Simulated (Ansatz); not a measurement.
Consider the following.

YSi2 in space group P6/mmm (No. 191; Y on 1a, Si on 2d), a = b = 4.0275 Å, c = 3.8755 Å, α = β = 90.00°, γ = 120.00°.

This is the LDA-relaxed structure.

**Question.** All from LDA (plane waves, PAW; program Ansatz), unless another level is named. Predict the electronic character.

**Answer.** metallic (no gap).

**Question.** Next, the density of states at the Fermi level?

**Answer.** 0.71 states/eV per atom (mean over ±0.08 eV).

**Question.** And the formation energy from the elements (no fitted shifts)?

**Answer.** -0.63 eV/atom.

Its axis ratio c/a = 0.96 departs by over 6 % from that of the usual cell of this phase: another minimum, or an error of the functional. The LDA relaxation kept the symmetry of its start. At this level the phase is mechanically unstable. No spin polarisation was allowed. The references are the lowest solids computed at this level, not always the standard phases. Spin–orbit coupling is left out wherever it is not named.

Potentials: the later of the program's two PAW sets.
